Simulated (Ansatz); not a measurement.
Trial structure of Sn3PbO4, not yet relaxed:

```xyz
8
Lattice="5.5187 0.0000 0.0000 0.0000 5.5187 0.0000 0.0000 0.0000 4.9730" Properties=species:S:1:pos:R:3 pbc="T T T"
Sn    0.0000    2.7594    1.1781
Sn    2.7594    0.0000    1.1781
Sn    0.0000    0.0000    3.7949
Pb    2.7594    2.7594    3.7949
O     4.1390    1.3797    0.0000
O     1.3797    4.1390    0.0000
O     4.1390    4.1390    0.0000
O     1.3797    1.3797    0.0000
```

All numbers below come from DFT PBE, scalar-relativistic, plane waves, PAW in Ansatz. Settings: cutoff 420 eV, Γ-centred mesh 4×4×4 on the computed 8-atom cell, Gaussian smearing of 0.10 eV; no spin polarisation.

Energies over the elements count from the elements' standard structures at the same level (O₂ as a molecule), with no fitted energy shifts. The references include grey tin.

Task: What does a single point on this coarse mesh give?

Result: The pressure is 0.6 GPa (the mean over three directions, positive in compression), the largest force is 1.36 eV/Å, and the energy is −1.20 eV/atom against the elements. The shortest distance is 2.28 Å.

Task: Is it a good guess?

Result: A good one: relaxing gains under 0.03 eV/atom in 12 ionic steps and ends at −1.229 eV/atom on the finer mesh. The symmetry stays P4mm (No. 99). The volume per atom grows by 4.8 %, from 18.9 to 19.8 Å³. The shortest distance goes from 2.28 Å (Pb–O and Sn–O) to 2.24 Å (Sn–O). Conventional cell: a = 5.523 Å, c = 5.205 Å. Around Sn on a site of symmetry 2mm lie 4 O at 2.25 Å; around Pb lie 4 O at 2.38 Å; O is surrounded by 3 Sn at 2.24–2.25 Å, 1 Pb at 2.38 Å and 4 O at 2.72–2.81 Å; 1 more site not described.

The last run used a 6×6×6 mesh for its 8-atom cell and Gaussian smearing of 0.02 eV. No dispersion correction is applied, so the spacing and binding between layers, chains or molecules are poorly described. Spin–orbit coupling, which can matter for Pb, is left out. The relaxation can't lower the symmetry of the start, and the grade says only how near the guess is to its own end. Symmetry constrained the relaxation, so the result can be a saddle point.
